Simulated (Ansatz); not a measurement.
Data:

CoMo:
```
CELL_PARAMETERS angstrom
      0.00000     2.39936     2.39936
      2.39936     0.00000     2.39936
      2.39936     2.39936     0.00000
ATOMIC_POSITIONS crystal
  Co 0.00000 0.00000 0.00000
  Mo 0.50000 0.50000 0.50000
```

This is the PBEsol-relaxed structure.

Problem. All from DFT-PBEsol in the program Ansatz with PAW potentials, unless another level is named. Estimate the formation energy from the elements (no fitted shifts).

Solution. 0.79 eV/atom.

Problem. Next, the density of states at the Fermi level?

Solution. 1.8 states/eV per atom (mean over ±0.08 eV).

Space group Fm-3m (rock salt). The start of the workflow was typed in or built on a structure type; neither database checked (COD, Materials Project) lists it. Whether it is the stable phase at ambient conditions was not checked. The cell was relaxed with PBEsol under the symmetry of its start. At this level the phase is mechanically unstable. The workflow began spin-polarised and lost its moments. Its formation energy is positive at this level, so the cell may be metastable or incomplete. The references are the lowest solids computed at this level, not always the standard phases. Scalar-relativistic: spin–orbit coupling is off unless named, which matters more the heavier the elements.

Potentials: the later of the program's two PAW sets.
